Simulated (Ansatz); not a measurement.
TePb (rock salt, Fm-3m) under volume change, DFT-r²SCAN in the program Ansatz with PAW potentials, scaled uniformly.

```tsv
V (Å³/atom)	E − E(relaxed) (meV/atom)	P (GPa)
31.739	44.1	4.90
32.785	18.5	2.99
33.832	[?]	[?]
34.878	0.0	0.00
35.924	[?]	[?]
36.971	14.8	-2.16
38.017	31.7	-2.99
```

Problem. Complete the blanks.

Solution. 
- 33.832, E − E(relaxed) (meV/atom): 4.4
- 33.832, P (GPa): 1.37
- 35.924, E − E(relaxed) (meV/atom): 3.9
- 35.924, P (GPa): -1.17

Problem. What does a third-order Birch–Murnaghan fit give for V₀, B₀ and B′?

Solution. V₀ = 34.88 Å³/atom, B₀ = 42.1 GPa, B′ = 4.5.

The cell was relaxed with r²SCAN under the symmetry of its start. Scalar-relativistic: spin–orbit coupling is off unless named, which matters more the heavier the elements.

Potentials: the later of the program's two PAW sets.
